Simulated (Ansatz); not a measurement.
Consider the following.

P$_{2}$W:
```
CELL_PARAMETERS angstrom
      4.24236     1.59567     0.00000
     -4.24236     1.59567     0.00000
     -3.65414     0.00000     6.51894
ATOMIC_POSITIONS crystal
  P  0.13849 0.86151 0.02523
  P  0.86151 0.13849 0.97477
  P  0.39998 0.60002 0.59911
  P  0.60002 0.39998 0.40089
  W  0.84196 0.15804 0.29338
  W  0.15804 0.84196 0.70662
```

This is the r²SCAN-relaxed structure.

**Question.** All from DFT-r²SCAN in the program Ansatz with PAW potentials, unless another level is named. Give the electronic character.

**Answer.** metallic (no gap).

**Question.** And the formation energy from the elements (no fitted shifts)?

**Answer.** -0.39 eV/atom.

**Question.** What about the gap with spin–orbit coupling?

**Answer.** none (metallic).

Space group C2/m. The workflow started from a Materials Project entry (that database holds measured and hypothetical structures alike); the Crystallography Open Database files this formula in space group No. 12, but the cells were not matched. Its standing as an ambient phase is unchecked. The cell was relaxed with r²SCAN under the symmetry of its start; whether a distortion lowers the energy is not shown. The run is not spin-polarised. The references are the lowest solids computed at this level, not always the standard phases. Scalar-relativistic: spin–orbit coupling is off unless named, which matters more the heavier the elements.

Potentials: the earlier of the program's two PAW sets.
